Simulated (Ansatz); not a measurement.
ZrPt$_{3}$:
```
ZrPt3
1.0
    5.65401     0.00000     0.00000
   -2.82701     4.89652     0.00000
    0.00000     0.00000     4.61745
Pt Zr
6 2
Cartesian
  2.82701   3.28989   1.15436
 -1.43563   4.09320   3.46308
  1.39138   0.80331   1.15436
  0.00000   1.60662   3.46308
  4.26263   0.80331   1.15436
  1.43563   4.09320   3.46308
  0.00000   3.26434   1.15436
  2.82701   1.63217   3.46308
```

Relaxed with PBEsol. Special points in fractions of this cell's reciprocal vectors: Γ (0.000, 0.000, 0.000); M (0.500, 0.000, 0.000); K (0.333, 0.333, 0.000); A (0.000, 0.000, 0.500); L (0.500, 0.000, 0.500); H (0.333, 0.333, 0.500).

Q: List the band energies nearest the Fermi level at these points for plane-wave PAW PBEsol (Ansatz code).

A: In eV from the Fermi level; about four levels below and three above (degenerate sets whole), none deeper than 8.9 eV; points with the same levels are listed once.

```
k                                below                          above
-  -----------------------------------  -----------------------------
Γ              -1.17 -0.39 -0.23 -0.10                 0.01 1.48 1.48
M              -1.95 -0.80 -0.69 -0.47                 0.62 1.18 1.21
K              -1.49 -1.49 -0.63 -0.52                 0.57 0.57 1.21
A  -1.06 -1.06 -1.06 -1.06 -0.23 -0.23  0.61 0.61 1.06 1.06 1.06 1.06
L              -1.38 -1.38 -0.70 -0.70            0.30 0.30 1.10 1.10
H              -0.71 -0.71 -0.08 -0.08            1.41 1.41 2.07 2.07
```

Space group P6_3/mmc. The start of the workflow was typed in or built on a structure type; the Crystallography Open Database copy checked does not list it. COD files the formula under space group No. 221. Whether it is the stable phase at ambient conditions was not checked. The PBEsol relaxation kept the symmetry of its start; its stability against distortions is not shown here. The run is not spin-polarised. Spin–orbit coupling is left out wherever it is not named.

Potentials: the earlier of the program's two PAW sets. The files were generated under PBE; for other functionals the program regenerates the frozen cores, and for LDA and PBEsol the local potential too.
